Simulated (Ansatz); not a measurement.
The start is a randomly generated symmetric cell of TiAl3 (space group No. 166). A full variable-cell relaxation at zero pressure is run with r2SCAN (plane waves to 500 eV, PAW, scalar-relativistic; Ansatz, an electronic-structure program). The first steps use a 10×10×10 k-mesh.

The start:
```
TiAl3
1.0
    3.07606     1.77596     4.04641
   -3.07606     1.77596     4.04641
    0.00000    -3.55192     4.04641
Al Ti
6 2
Direct
  0.25819   0.25819   0.25819
  0.74181   0.74181   0.74181
  0.00000   0.00000   0.50000
  0.50000   0.00000   0.00000
  0.00000   0.50000   0.00000
  0.00000   0.00000   0.00000
  0.60237   0.60237   0.60237
  0.39763   0.39763   0.39763
```

```json
{
  "outcome": "The space group stays R-3m (No. 166) (the run could not lower it), with 8 atoms in the primitive cell",
  "energy_released": "about 2.9 eV/atom",
  "Shortest distances (start → end)": "The closest pairs of elements (up to four, under 3.6 Å), start → end: Al–Ti 1.69 → 2.65 Å; Al–Al 2.09 → 2.51 Å; Ti–Ti 2.49 → 2.58 Å",
  "band_gap_at_the_end": "no gap (metallic)",
  "optimiser_moves": "19"
}
```

The end point of the relaxation:

```cif
data_Al18Ti6
_chemical_formula_sum 'Al18 Ti6'
_space_group_name_H-M_alt 'R-3m :H'
_space_group_IT_number 166
_space_group_name_Hall '-R 3 2"'
_cell_length_a 5.02252
_cell_length_b 5.02252
_cell_length_c 18.80203
_cell_angle_alpha 90.000
_cell_angle_beta 90.000
_cell_angle_gamma 120.000
loop_
_atom_site_label
_atom_site_type_symbol
_atom_site_symmetry_multiplicity
_atom_site_Wyckoff_symbol
_atom_site_fract_x
_atom_site_fract_y
_atom_site_fract_z
_atom_site_occupancy
Al1 Al 6 c 0.00000 0.00000 0.29026 1
Al2 Al 9 d 0.50000 0.50000 0.50000 1
Al3 Al 3 a 0.00000 0.00000 0.00000 1
Ti1 Ti 6 c 0.00000 0.00000 0.43129 1
```
(The calculation used a cell of 8 atoms; values per cell refer to that cell.)

Final values are on a 11×11×11 k-mesh of the relaxed cell. The start holds a very short contact (Ti–Al 1.69 Å). No spin polarisation in the result.

The run could not lose the symmetry of its start, so the end can be a saddle point.

The relaxed structure here is a generated cell of TiAl3: the first start was made by a random draw of sites in a space group, and the end was not matched to a known phase here, so it may be hypothetical. Known forms of TiAl3 include space group No. 139.
